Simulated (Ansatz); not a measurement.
Rb$_{2}$AgRhF$_{6}$:
```yaml
crystal:
  lattice:
    - [0.00000, 4.33837, 4.33837]
    - [4.33837, 0.00000, 4.33837]
    - [4.33837, 4.33837, 0.00000]
  atoms:
    - { symbol: Rb, position: [0.25000, 0.25000, 0.25000] }
    - { symbol: Rb, position: [0.75000, 0.75000, 0.75000] }
    - { symbol: Ag, position: [0.50000, 0.50000, 0.50000] }
    - { symbol: Rh, position: [0.00000, 0.00000, 0.00000] }
    - { symbol: F, position: [0.22975, 0.22975, 0.77025] }
    - { symbol: F, position: [0.77025, 0.77025, 0.22975] }
    - { symbol: F, position: [0.77025, 0.22975, 0.22975] }
    - { symbol: F, position: [0.22975, 0.77025, 0.77025] }
    - { symbol: F, position: [0.22975, 0.77025, 0.22975] }
    - { symbol: F, position: [0.77025, 0.22975, 0.77025] }
```

r²SCAN (plane waves, PAW; program Ansatz) gives a gap of 2.02 eV without spin–orbit coupling, maximum at Γ, minimum at X.

Question: What happens when spin–orbit coupling is switched on?

Answer: The gap drops by 0.14 eV, to 1.88 eV; maximum at Γ, minimum at X.

Question: Give the electron effective mass with spin–orbit coupling.

Answer: 0.97, 0.97, 1.1 mₑ (principal values).

Question: Give the hole effective mass with spin–orbit coupling.

Answer: 5.9 mₑ (isotropic).

Space group Fm-3m. The first step of the workflow began from a Materials Project structure, measured or hypothetical; the Crystallography Open Database copy checked does not list it. Its standing as an ambient phase is unchecked. Symmetry was held in the r²SCAN relaxation; its stability against distortions is not shown here. The run is not spin-polarised.

Potentials: the later of the program's two PAW sets.
